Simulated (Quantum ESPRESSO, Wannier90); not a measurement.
**Tight-binding from DFT: Ta$_{2}$C (P-3m1)**

```yaml
crystal:
  lattice:
    - [3.11489, 0.00000, 0.00000]
    - [-1.55745, 2.69757, 0.00000]
    - [0.00000, 0.00000, 4.93930]
  atoms:
    - { symbol: Ta, position: [0.33333, 0.66667, 0.25390] }
    - { symbol: Ta, position: [0.66667, 0.33333, 0.74610] }
    - { symbol: C, position: [0.00000, 0.00000, 0.00000] }
```

Structure: Materials Project mp-7088, symmetrised, not relaxed again. COD (Crystallography Open Database) has an entry of this formula and space group (matched by these alone). Computed values, not measurements, from LDA: Quantum ESPRESSO (norm-conserving PseudoDojo potentials, cutoff 66 Ry, no spin polarisation, no spin-orbit coupling) on a Γ-centred 6×6×4 mesh, then Wannier90. Density: 12×12×6 mesh, cold smearing 0.01 Ry. Spin-orbit coupling is left out although heavy elements are present.

The plane-wave run has 42 bands and 30 electrons a cell. On the energy scale of pw.x, whose zero is arbitrary, the Fermi level lies at 17.93 eV.

Isolated groups of bands, relative to the Fermi level (bands from 10 on overlap up to the last one computed):

```csv
bands,from (eV),to (eV),filling,weight on atomic waves
1–2,-67.88,-67.80,filled,Ta 5s 96 %
3–8,-34.83,-33.96,filled,Ta 5p 98 %
9,-12.83,-10.84,filled,"C 2s 54 %, Ta 5d 24 %, Ta 6s 16 %"
```

Input w.win, without the blocks of cell, atoms and k-points (144 lines):

```
num_bands = 34
num_wann = 22
exclude_bands = 1-8
num_iter = 1000
conv_tol = 1.0e-6
conv_window = 4
dis_num_iter = 1000
dis_conv_tol = 1.0e-6
dis_froz_max = 19.43
write_hr = true
write_u_matrices = true
begin projections
f=0.34812,-0.32090,0.24869: s;p;d
f=-0.34026,0.32234,-0.26200: s;p;d
end projections
mp_grid = 6 6 4
```

Check the input against the numbers above: what is wrong, and how is it mended?

wannier90.x -pp stops with:
```
w90_readwrite_get_projections: too few projection functions defined
```
The projections block defines fewer trial orbitals than num_wann. Mended as below, all else unchanged, the run goes through (Ω_I = 22.0 Å²) and follows the plane-wave bands to 7.4 meV rms (states up to 1.0 eV relative to the Fermi level).
```
f=-0.01348,-0.00480,-0.00684: s;p
```
